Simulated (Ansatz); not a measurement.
Mg4Te3S in space group Pmm2 (No. 25; Pearson symbol oP8), DFT-r²SCAN in the program Ansatz with PAW potentials. The conduction-band minimum lies at Γ, with 1 equivalent valley. Second derivatives d²E/dk² of the lowest band at one valley (eV·Å²), along Cartesian directions:

```json
[
 {"direction": "[100]", "d²E/dk²": "26.69"},
 {"direction": "[010]", "d²E/dk²": "27.78"},
 {"direction": "[001]", "d²E/dk²": "30.32"},
 {"direction": "[110]", "d²E/dk²": "27.24"},
 {"direction": "[101]", "d²E/dk²": "28.50"},
 {"direction": "[011]", "d²E/dk²": "29.05"}
]
```

### Question
Find the principal effective masses, the density-of-states mass and the conductivity mass.

### Answer
Off-diagonal terms follow from H_xy = H[110] − (H_xx + H_yy)/2, and m*/mₑ = 7.620 eV·Å² over each eigenvalue: 0.25, 0.27, 0.29. One valley's DOS mass (m₁m₂m₃)^(1/3) = 0.27, conductivity mass 3/(Σ 1/mᵢ) = 0.27 mₑ.

### Question
What effective density of states Nc follows at 300 K for parabolic valleys?

### Answer
Nc = 2.509e19 × 1 × (0.27)^(3/2) ≈ 3.5e18 cm⁻³.

The first step of the workflow began from a Materials Project structure, measured or hypothetical; the Crystallography Open Database copy checked does not list it. Its standing as an ambient phase is unchecked. Symmetry was held in the r²SCAN relaxation; its stability against distortions is not shown here. Scalar-relativistic: spin–orbit coupling is off unless named, which matters more the heavier the elements.

Potentials: the later of the program's two PAW sets.

Edges and masses are those of Kohn–Sham bands, whose gap is no quasiparticle gap.
